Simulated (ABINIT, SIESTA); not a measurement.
# BiTe and the pressure, program beside program

The cell as given:

```
CELL_PARAMETERS angstrom
0.00000 3.23500 3.23500
3.23500 0.00000 3.23500
3.23500 3.23500 0.00000
ATOMIC_POSITIONS crystal
Bi 0.00000 0.00000 0.00000
Te 0.50000 0.50000 0.50000
```

Kept alike: task relaxation of cell and atoms; functional PBE; k mesh 7 × 7 × 7; occupations fermi-dirac, width 0.05 eV; no spin polarisation. The mesh is that of the run's cell of 2 atoms. No spin-orbit coupling.

- A: ABINIT, JTH PAW PBE v2.0, cutoff 599 eV
- B: SIESTA, files PseudoDojo sr-pbe-0.4.1-standard, DZP (energy shift 0.003 Ry; two zetas on semicore shells), atomic orbitals

| pressure (GPa) | A: volume (Å³/atom) | B: volume (Å³/atom) |
| --- | --- | --- |
| 0 | 34.448 | 35.093 |
| 5 | 31.548 | 31.948 |
| 10 | 29.590 | 29.919 |

Values hold for each row's relaxed cell, which stops near the pressure aimed at. The runs follow the start's structure, whether or not it is the stable one at these pressures. For a metal such a mesh leaves the last digits unconverged.

Q: How large is the effect of the pressure, and do the programs agree on it?

A: From 0 to 10 GPa the volume moves by -4.858 in A, -5.174 in B (Å³/atom). Row by row the programs differ by 0.329 to 0.645, and over this span the shifts, as printed, agree within about 6 %.
